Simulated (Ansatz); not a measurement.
Mo:
```xyz
3
Lattice="4.6219 0.0000 0.0000 -2.3110 4.0027 0.0000 0.0000 0.0000 2.5345" Properties=species:S:1:pos:R:3 pbc="T T T"
Mo     0.0000     0.0000     0.0000
Mo     2.3110     1.3342     1.2672
Mo     0.0000     2.6685     1.2672
```

Relaxed with PBEsol. Special points in fractions of this cell's reciprocal vectors: Γ (0.000, 0.000, 0.000); M (0.500, 0.000, 0.000); K (0.333, 0.333, 0.000); A (0.000, 0.000, 0.500); L (0.500, 0.000, 0.500); H (0.333, 0.333, 0.500).

Task: List the band energies nearest the Fermi level at these points for PBEsol with spin–orbit coupling (plane waves, PAW; program Ansatz).

Result: In eV from the Fermi level; about four levels below and three above (degenerate sets whole), none deeper than 8.9 eV; points with the same levels are listed once.

```tsv
k	below	above
Γ	-0.60 -0.60 -0.42 -0.42	1.82 1.82 1.89 1.89
M	-2.20 -2.20 -2.13 -2.13	0.90 0.90 1.30 1.30
K	-0.73 -0.73 -0.71 -0.71	1.58 1.58 1.58 1.58
A	-1.24 -1.24 -1.12 -1.12	0.11 0.11 0.23 0.23
L	-0.22 -0.22 -0.15 -0.15	1.23 1.23 1.33 1.33
H	-0.08 -0.08 -0.05 -0.05	3.52 3.52 3.89 3.89
```

Space group P6/mmm. The start of the workflow was typed in or built on a structure type; neither database checked (COD, Materials Project) lists it. It is not the phase usual at ambient conditions (space group No. 229). The cell was relaxed with PBEsol under the symmetry of its start. At this level the phase is dynamically unstable (imaginary phonons). No spin polarisation was allowed.

Potentials: the earlier of the program's two PAW sets. The files were generated under PBE; for other functionals the program regenerates the frozen cores, and for LDA and PBEsol the local potential too.
